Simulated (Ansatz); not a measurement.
A geometry of B away from equilibrium: step 3 of the relaxation of a relaxed B cell displaced along its unstable phonon at q = (½, 0, 0) of its primitive reciprocal cell (416i cm⁻¹), largest move 0.15 Å. The numbers are results of r2SCAN (plane waves to 500 eV, PAW, scalar-relativistic; Ansatz, a first-principles code), not measurements. Γ-centred k-mesh 6×12×16 on the run's cell (coarser than for final values), Fermi–Dirac smearing 0.05 eV. The plane waves were selected for a different cell earlier on the path.

```
CELL_PARAMETERS angstrom
      5.88289     0.12279     0.00000
     -1.41755     2.45527     0.00000
      0.00000     0.00000     1.87573
ATOMIC_POSITIONS crystal
  B  0.16745 0.66745 0.21196
  B  0.66745 0.66745 0.78804
  B  0.33255 0.33255 0.78804
  B  0.83255 0.33255 0.21196
```

Problem. Give the Cartesian forces on all atoms (eV/Å).

Solution. 
```json
[
 {"atom": "B1", "Fx": "-0.10", "Fy": "-0.06", "Fz": "0.62"},
 {"atom": "B2", "Fx": "-0.10", "Fy": "-0.06", "Fz": "-0.62"},
 {"atom": "B3", "Fx": "0.10", "Fy": "0.06", "Fz": "-0.62"},
 {"atom": "B4", "Fx": "0.10", "Fy": "0.06", "Fz": "0.62"}
]
```

The path ends in Immm (No. 71). No spin polarisation in the result.

The run could not lose the symmetry of its start: the end is stationary, and may be a saddle point rather than a minimum.

The end of the path is a generated cell of B: the first start was made by placing the elements on the sites of a structure type, and the end was not matched to a known phase here, so it may be hypothetical.
